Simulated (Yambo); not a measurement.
## How GW settings move the gap: Na$_{3}$Sb

G0W0@PBEsol for Na3Sb (space group P6_3/mmc, No. 194) in Yambo. Reference settings: 3×3×1 Γ-centred k mesh, bands 7 to 252 and a 6 Ry block in the screening, 252 bands in G with the Bruneval-Gonze terminator, plasmon pole fitted at 27.2 eV. The PBEsol gap Γ → Γ on this mesh is 0.41 eV; G0W0 gaps are taken between the same points.

```csv
change from the reference,G0W0 gap Γ → Γ (eV),shift of the valence edge (eV),rough Yambo cost
reference settings,1.15,-0.76,1
"104 bands in W, 104 bands in G",1.09,-0.45,about 1/2
wavefunctions cut at 30 Ry,1.20,-0.77,within a factor of two
exchange cut at 10 Ry,1.33,-0.64,–
exchange cut at 40 Ry,1.15,-0.75,–
"73 bands in W, 73 bands in G, 2 Ry block",0.96,-0.18,about 1/5
"104 bands in W, 104 bands in G, 4 Ry block",1.07,-0.42,about 1/3
"146 bands in W, 146 bands in G, 3 Ry block",1.05,-0.52,about 1/2
"146 bands in W, 146 bands in G, 5 Ry block",1.13,-0.60,within a factor of two
"199 bands in W, 199 bands in G, 3 Ry block",1.05,-0.59,within a factor of two
"199 bands in W, 199 bands in G, 4 Ry block",1.11,-0.65,within a factor of two
5 Ry block,1.14,-0.74,within a factor of two
3×3×2 mesh,1.23,-0.83,about 4×
"3 Ry block, no terminator",1.04,-0.59,within a factor of two
no terminator,1.13,-0.68,within a factor of two
```

The reference isn't shown to be the converged limit. Costs are rough (shared machines), scaled to the same edge states, and given only for runs that recompute the screening.

Without spin-orbit coupling, band edges of such heavy elements can be off by tenths of an eV.

The standard potential for Sb keeps a d shell in the valence without the s and p states of that shell. In tests on such compounds this moved G0W0 gaps by up to about 0.9 eV, so absolute quasiparticle energies here are unreliable; differences between settings are what counts.

Geometry of the Materials Project entry, not relaxed at this level; primitive cell a = b = 5.321 Å, c = 9.470 Å, α = β = 90.00°, γ = 120.00°.

A shift is the quasiparticle energy of the state minus its PBEsol energy.
